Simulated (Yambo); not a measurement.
BaHI (space group P4/nmm, No. 129), G0W0@LDA (Yambo, plasmon pole, terminator in G, 2×2×2 mesh): gap Z → Z in eV by bands and screening block.

| bands (W and G) | 2 Ry | 3 Ry | 4 Ry | 6 Ry | 7 Ry |
|---|---|---|---|---|---|
| 51 | 4.17 | 4.18 | 4.16 | 4.18 | 4.18 |
| 85 | 3.93 | 4.01 | 4.01 | ___ | ___ |
| 130 | 3.88 | 4.00 | 4.02 | ___ | 4.14 |
| 186 | 3.86 | 3.98 | 4.00 | 4.13 | 4.15 |
| 243 | 3.85 | 3.98 | 4.00 | 4.14 | 4.17 |

**Question.** Estimate the withheld gaps from their neighbours; the computed values follow.

**Answer.** 
- 85, 6 Ry: 4.07
- 85, 7 Ry: 4.08
- 130, 6 Ry: 4.12

The largest settings aren't shown to be the converged limit.

Spin-orbit coupling is not included.

Geometry of the Materials Project entry, not relaxed at this level; primitive cell a = 4.776 Å, b = 4.776 Å, c = 7.800 Å, α = 90.00°, β = 90.00°, γ = 90.00°.
